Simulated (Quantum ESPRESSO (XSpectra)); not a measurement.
Quantum ESPRESSO (XSpectra) run for X-ray absorption at the Ga K edge of Ga2S3 (Cc). Geometry: Materials Project entry mp-539 (a computed structure). The cell is the entry's, not relaxed again. The ground-state test found a gap, so occupations are fixed and the excited electron is left out (charged cell on a uniform background); energies count from the highest occupied level. pw.x input:

```
&CONTROL
  calculation = 'scf'
  prefix = 'x'
  pseudo_dir = './pseudo'
  outdir = './out'
/
&SYSTEM
  ibrav = 0
  nat = 30
  ntyp = 3
  ecutwfc = 38
  tot_charge = 1
  occupations = 'fixed'
/
&ELECTRONS
  conv_thr = 3.0e-07
  mixing_beta = 0.4
/
ATOMIC_SPECIES
Gah 69.723 Ga.lda-tm-gipaw-star1s.UPF
Ga 69.723 Ga.lda-tm-gipaw.UPF
S 32.060 S.lda-tm-gipaw.UPF
CELL_PARAMETERS angstrom
   3.634573000    0.000000000   -6.044906000
  -7.595517000    0.000000000   -6.044906000
  -5.615045000    9.682845000    0.000000000
ATOMIC_POSITIONS crystal
Gah    0.772223333    0.847426667    0.710886667
Ga     0.105556667    0.514093333    0.377553333
Ga     0.438890000    0.180760000    0.044220000
Ga     0.228003333    0.891646667    0.622446667
Ga     0.561336667    0.558313333    0.289113333
Ga     0.894670000    0.224980000    0.955780000
Ga     0.450616667    0.178443333    0.731253333
Ga     0.783950000    0.845110000    0.397920000
Ga     0.117283333    0.511776667    0.064586667
Ga     0.886030000    0.243030000    0.602080000
Ga     0.219363333    0.909696667    0.268746667
Ga     0.552696667    0.576363333    0.935413333
S      0.466700000    0.036140000    0.607620000
S      0.800033333    0.702806667    0.274286667
S      0.133366667    0.369473333    0.940953333
S      0.025746667    0.977093333    0.725713333
S      0.359080000    0.643760000    0.392380000
S      0.692413333    0.310426667    0.059046667
S      0.142680000    0.369180000    0.608640000
S      0.476013333    0.035846667    0.275306667
S      0.809346667    0.702513333    0.941973333
S      0.700706667    0.311153333    0.724693333
S      0.034040000    0.977820000    0.391360000
S      0.367373333    0.644486667    0.058026667
S      0.681526667    0.304073333    0.393073333
S      0.014860000    0.970740000    0.059740000
S      0.348193333    0.637406667    0.726406667
S      0.455120000    0.030480000    0.940260000
S      0.788453333    0.697146667    0.606926667
S      0.121786667    0.363813333    0.273593333
K_POINTS automatic
2 2 2 0 0 0
```

xspectra.x input:

```
&input_xspectra
  calculation = 'xanes_dipole'
  edge = 'K'
  prefix = 'x'
  outdir = './out'
  xonly_plot = .false.
  xiabs = 1
  xcoordcrys = .false.
  xepsilon(1) = 1.0
  xepsilon(2) = 0.0
  xepsilon(3) = 0.0
  xniter = 1500
  xcheck_conv = 50
  xerror = 0.002
  x_save_file = 'x0.sav'
/
&plot
  xnepoint = 451
  xemin = -5.0
  xemax = 40.0
  xgamma = 1.5
  terminator = .true.
  cut_occ_states = .true.
/
&pseudos
  filecore = 'core.wfc'
/
&cut_occ
  cut_desmooth = 0.1
  cut_stepl = 0.01
  cut_ierror = 1e-6
/
3 2 2 1 1 1
```

End of the pw.x output:

```
     1.8142   1.8391   1.9143   2.0023   2.0617   2.1416   2.3268   2.3716
     2.4724   2.5442   2.6668   2.8078   2.9047   3.3582   3.7349   3.7752

          k = 0.3140-0.1821-0.3946 ( 17540 PWs)   bands (ev):

   -10.2801  -9.8085  -9.4559  -9.3528  -9.2538  -9.0778  -8.9856  -8.9189
    -8.8722  -8.6432  -8.5605  -8.4573  -8.3354  -8.0173  -7.8816  -7.7992
    -7.7365  -7.6426  -4.4375  -3.1762  -2.9102  -2.6363  -2.5756  -2.3658
    -2.2566  -2.0755  -1.9314  -1.6258  -1.3779  -1.2485  -0.9166  -0.7876
    -0.5523  -0.4727  -0.3405  -0.1943  -0.1194   0.0141   0.1514   0.2805
     0.3362   0.4009   0.6353   0.7599   0.8030   0.8753   0.9699   1.0091
     1.0529   1.1277   1.1770   1.2674   1.3800   1.4421   1.6332   1.7747
     1.8713   1.9004   2.0696   2.1393   2.2543   2.3276   2.4143   2.4749
     2.5270   2.6055   2.7506   2.8352   2.9791   3.0615   3.2223   3.2911

     highest occupied level (ev):     3.8745

!    total energy              =    -863.85688038 Ry
     estimated scf accuracy    <       0.00000009 Ry

     The total energy is the sum of the following terms:
     one-electron contribution =       0.12160761 Ry
     hartree contribution      =      61.49265081 Ry
     xc contribution           =    -546.80810856 Ry
     ewald contribution        =    -378.66303023 Ry

     convergence has been achieved in  11 iterations

     XML data file, charge density, pseudopotentials, collected wavefunctions
```

xspectra.x output, shortened:

```
... Begin STEP 1 ...

        Radial transition matrix element(s) used in the calculation of the
        initial vector of the Lanczos basis (|tilde{phi}_abs> normalized)
        | For PAW proj. (l=1) #1: radial matrix element =   0.003666168
        | For PAW proj. (l=1) #2: radial matrix element =   0.004469253

NB: the     3 k-point are not all listed below because npool=  4
        |-------------------------------------------------------------
        ! k-point #     1:  (-0.0523,  0.1518, -0.2259),  0.1667,   1
        |-------------------------------------------------------------
 okvan= F
        |   Norm of the initial Lanczos vector: 0.29688258E-02
        !   => CONVERGED at iter    200 with error=  0.00187691
        |-------------------------------------------------------------
        ! k-point #     2:  (-0.0523,  0.5160, -0.2259),  0.1667,   1
        |-------------------------------------------------------------
 okvan= F
        |   Norm of the initial Lanczos vector: 0.29688157E-02
        !   => CONVERGED at iter    200 with error=  0.00184563
        |-------------------------------------------------------------
        ! k-point #     3:  (-0.3664, -0.0304, -0.4148),  0.1667,   1
        |-------------------------------------------------------------
 okvan= F
        |   Norm of the initial Lanczos vector: 0.29688314E-02
        !   => CONVERGED at iter    200 with error=  0.00179585

     Results of STEP 1 successfully written in x_save_file
     x_save_
        ...
... Begin STEP 2 ...

     The spectrum is calculated using the following parameters:
        energy-zero of the spectrum [eV]:    3.8745
        the occupied states are elimintate from the spectrum
        xemin [eV]:  -5.00
        xemax [eV]:  40.00
        xnepoint:  451
        constant broadening parameter [eV]:    1.500
        Core level energy [eV]: -0.1037E+05
         (from electron binding energy of neutral atoms in X-ray data booklet)

     Cross-section successfully written in xanes.dat

     ... End STEP 2 ...

     xanes        :      4.85s CPU      4.99s WALL (       1 calls)

     -------------------------------------------------------------------------
                                END JOB XSpectra
     -------------------------------------------------------------------------
```

xanes.dat for the field along x, every fifth line (energy in eV, cross section):

```
   -5.000   7.7570e-05
   -4.500   8.5400e-05
   -4.000   9.4640e-05
   -3.500   1.0570e-04
   -3.000   1.1910e-04
   -2.500   1.3560e-04
   -2.000   1.5630e-04
   -1.500   1.8280e-04
   -1.000   2.1770e-04
   -0.500   2.6440e-04
    0.000   3.2800e-04
    0.500   4.1620e-04
    1.000   5.3520e-04
    1.500   6.8840e-04
    2.000   8.6590e-04
    2.500   1.0370e-03
    3.000   1.1760e-03
    3.500   1.2850e-03
    4.000   1.3550e-03
    4.500   1.3700e-03
    5.000   1.3390e-03
    5.500   1.2730e-03
    6.000   1.1900e-03
    6.500   1.1080e-03
    7.000   1.0380e-03
    7.500   9.8350e-04
    8.000   9.4360e-04
    8.500   9.1660e-04
    9.000   9.0130e-04
    9.500   8.9530e-04
   10.000   8.9610e-04
   10.500   9.0070e-04
   11.000   9.0260e-04
   11.500   8.9430e-04
   12.000   8.7510e-04
   12.500   8.5270e-04
   13.000   8.3480e-04
   13.500   8.2460e-04
   14.000   8.2070e-04
   14.500   8.1680e-04
   15.000   8.0610e-04
   15.500   7.8830e-04
   16.000   7.6840e-04
   16.500   7.5060e-04
   17.000   7.3850e-04
   17.500   7.3540e-04
   18.000   7.4270e-04
   18.500   7.5800e-04
   19.000   7.7610e-04
   19.500   7.8970e-04
   20.000   7.9080e-04
   20.500   7.7710e-04
   21.000   7.5500e-04
   21.500   7.3480e-04
   22.000   7.2300e-04
   22.500   7.2050e-04
   23.000   7.2420e-04
   23.500   7.3060e-04
   24.000   7.3820e-04
   24.500   7.4540e-04
   25.000   7.4910e-04
   25.500   7.4450e-04
   26.000   7.3000e-04
   26.500   7.1060e-04
   27.000   6.9440e-04
   27.500   6.8740e-04
   28.000   6.8890e-04
   28.500   6.9230e-04
   29.000   6.8990e-04
   29.500   6.7840e-04
   30.000   6.6110e-04
   30.500   6.4220e-04
   31.000   6.2290e-04
   31.500   6.0260e-04
   32.000   5.8170e-04
   32.500   5.6130e-04
   33.000   5.4150e-04
   33.500   5.2250e-04
   34.000   5.0530e-04
   34.500   4.9140e-04
   35.000   4.8070e-04
   35.500   4.7100e-04
   36.000   4.6020e-04
   36.500   4.4850e-04
   37.000   4.3810e-04
   37.500   4.3090e-04
   38.000   4.2660e-04
   38.500   4.2390e-04
   39.000   4.2240e-04
   39.500   4.2230e-04
   40.000   4.2430e-04
```
